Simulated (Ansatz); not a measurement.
B:
```
CELL_PARAMETERS angstrom
      2.43812     1.40765     4.16627
     -2.43812     1.40765     4.16627
      0.00000    -2.81530     4.16627
ATOMIC_POSITIONS crystal
  B  0.01062 0.65382 0.01062
  B  0.98938 0.34618 0.98938
  B  0.01062 0.01062 0.65382
  B  0.98938 0.98938 0.34618
  B  0.65382 0.01062 0.01062
  B  0.34618 0.98938 0.98938
  B  0.22159 0.62980 0.22159
  B  0.77841 0.37020 0.77841
  B  0.22159 0.22159 0.62980
  B  0.77841 0.77841 0.37020
  B  0.62980 0.22159 0.22159
  B  0.37020 0.77841 0.77841
```

Relaxed with PBEsol. Independent-particle spectrum: no excitons, no local fields, no scissors shift; 0.1 eV broadening; ε₁ of the summed bands alone.

Task: Tabulate the dielectric function from plane-wave PAW PBEsol (Ansatz code).

Result: 

```tsv
E (eV)	ε₁ xx	ε₂ xx	ε₁ zz	ε₂ zz
0.0	10.81	0.00	8.20	0.00
0.4	10.88	0.00	8.23	0.00
0.8	11.07	0.00	8.33	0.00
1.2	11.42	0.00	8.52	0.00
1.6	11.98	0.00	8.80	0.00
2.0	12.87	0.02	9.23	0.00
2.4	14.43	0.09	9.95	0.02
2.8	17.29	1.44	11.40	0.32
3.2	20.06	5.45	12.32	2.36
3.6	17.09	10.63	12.14	3.60
4.0	14.95	15.36	11.68	4.07
4.4	10.62	11.97	12.64	8.22
4.8	11.19	14.99	9.15	9.85
5.2	5.91	17.54	9.70	9.34
5.6	2.98	15.10	8.02	8.69
6.0	1.89	14.00	6.17	10.31
6.4	-0.24	13.22	6.45	9.33
6.8	1.18	12.12	5.43	12.60
7.2	-1.74	13.13	1.71	9.79
7.6	-3.31	9.92	1.68	9.44
8.0	-2.27	7.71	1.96	8.06
8.4	-2.76	9.05	2.22	7.98
8.8	-3.69	7.63	2.57	9.41
9.2	-3.89	6.11	1.92	10.92
9.6	-3.22	5.20	-1.59	11.54
10.0	-3.15	4.63	-3.87	8.47
10.4	-2.78	4.08	-3.51	6.59
10.8	-2.49	3.93	-3.75	5.67
11.2	-2.32	3.71	-2.99	4.67
11.6	-2.21	3.92	-2.63	4.75
12.0	-2.75	3.27	-3.14	4.17
```

Task: From ε at 3.6 eV (xx: 17.09 + 10.63i), find n, k, the normal reflectivity and the absorption coefficient.

Result: n = 4.31, k = 1.232, R = 42 %, α = 2kE/ħc = 450000 cm⁻¹.

With all bands, ε∞ without local fields is 10.9 (xx = yy), 8.30 (zz). DFPT, with local fields, gives 10.4 (xx = yy), 7.74 (zz).

Space group R-3m (α-B12). Symmetry was held in the PBEsol relaxation.

Potentials: the earlier of the program's two PAW sets. The files were generated under PBE; for other functionals the program regenerates the frozen cores, and for LDA and PBEsol the local potential too.
